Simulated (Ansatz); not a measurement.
Mn3Sn:
```xyz
16
Lattice="4.6659 0.0000 0.0000 0.0000 5.7412 0.0000 0.0000 0.0000 9.9254" Properties=species:S:1:pos:R:3 pbc="T T T"
Mn     1.1665     4.3147     9.0625
Mn     3.4994     2.8706     3.4746
Mn     1.1665     1.4264     9.0625
Mn     3.4994     1.4264     0.8629
Mn     1.1665     2.8706     6.4509
Mn     3.4994     4.3147     0.8629
Sn     1.1665     2.8706     1.6753
Sn     3.4994     2.8706     8.2501
Mn     1.1665     1.4441     4.0998
Mn     3.4994     0.0000     8.4373
Mn     1.1665     4.2970     4.0998
Mn     3.4994     4.2970     5.8256
Mn     1.1665     0.0000     1.4882
Mn     3.4994     1.4441     5.8256
Sn     1.1665     0.0000     6.6380
Sn     3.4994     0.0000     3.2874
```
The run is spin-polarised; directions of the spins, atom by atom: ↑ ↑ ↑ ↑ ↑ ↑ 0 0 ↓ ↓ ↓ ↓ ↓ ↓ 0 0.

Relaxed with r²SCAN. Special points in fractions of this cell's reciprocal vectors: Γ (0.000, 0.000, 0.000); X (0.500, 0.000, 0.000); S (0.500, 0.500, 0.000); Y (0.000, 0.500, 0.000); Z (0.000, 0.000, 0.500); U (0.500, 0.000, 0.500); R (0.500, 0.500, 0.500); T (0.000, 0.500, 0.500).

Task: List the band energies nearest the Fermi level at these points for DFT-r²SCAN in the program Ansatz with PAW potentials.

Result: In eV from the Fermi level; about four levels below and three above (degenerate sets whole), none deeper than 8.9 eV; points with the same levels are listed once.

```json
[
 {"k": "Γ ↑", "below": "-0.57 -0.54 -0.17 -0.13", "above": "0.04 0.11 0.18"},
 {"k": "X ↑", "below": "-0.52 -0.52 -0.03 -0.03", "above": "0.20 0.20 0.71 0.71"},
 {"k": "S ↑", "below": "-0.43 -0.43 -0.06 -0.06", "above": "0.51 0.51 0.70 0.70"},
 {"k": "Y ↑", "below": "-0.50 -0.47 -0.14 -0.11", "above": "0.01 0.08 0.39"},
 {"k": "Z ↑", "below": "-0.97 -0.54 -0.27 -0.23", "above": "0.02 0.17 0.18"},
 {"k": "U ↑", "below": "-1.50 -1.50 -1.30 -1.30", "above": "0.02 0.02 0.12 0.12"},
 {"k": "R ↑", "below": "-1.97 -1.97 -0.18 -0.18", "above": "0.23 0.23 0.47 0.47"},
 {"k": "T ↑", "below": "-0.79 -0.76 -0.10 -0.10", "above": "0.14 0.15 0.20"}
]
```

Space group Cmcm. The workflow started from an entry of the Crystallography Open Database (COD); the relaxed space group is not among those it files for this formula. COD files the formula under space group No. 194. Whether it is the stable phase at ambient conditions was not checked. The r²SCAN relaxation kept the symmetry of its start, as lowered by the spin order; its stability against distortions is not shown here. The final state is antiferromagnetic, chosen from 5 collinear starts compared on coarse meshes (ties went to the first, and starts can fall back to one state), not a proven ground state. The program gave a warning on the electronic state, which may not be the lowest. Point labels and valley counts follow the cell and symmetry of the run, lower than the named group. Spin–orbit coupling is left out wherever it is not named.

Potentials: the later of the program's two PAW sets.
